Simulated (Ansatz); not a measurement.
**Where the states of Tl lie**

```xyz
2
Lattice="3.4973 0.0000 0.0000 -1.7487 3.0288 0.0000 0.0000 0.0000 5.6466" Properties=species:S:1:pos:R:3 pbc="T T T"
Tl    0.0000    2.0192    1.4116
Tl    1.7487    1.0096    4.2349
```

Structure from Materials Project entry mp-82 (possibly hypothetical), not relaxed further.

Spin–orbit coupling is left out, though it moves levels of the heavy atoms by tenths of an eV or more.

The calculation used DFT, PBE, all-electron LAPW, scalar-relativistic in Ansatz 0.2.0.

Settings: a Γ-centred 11×11×6 k mesh, Fermi–Dirac smearing of 0.05 eV, basis error target 0.25 meV/atom, no spin polarisation.

States per eV and cell, averaged over 0.6 eV, from -5.8 to 3.6 eV, with energies (bin centres) from the Fermi level; empty bins are left out. 

```tsv
E (eV)	total
-5.6	0.98
-5.0	0.97
-4.4	1.38
-3.8	0.44
-2.6	0.01
-2.0	0.23
-1.4	0.76
-0.8	1.39
-0.2	0.99
0.4	0.99
1.0	0.98
1.6	1.13
2.2	0.97
2.8	1.12
3.4	1.12
```
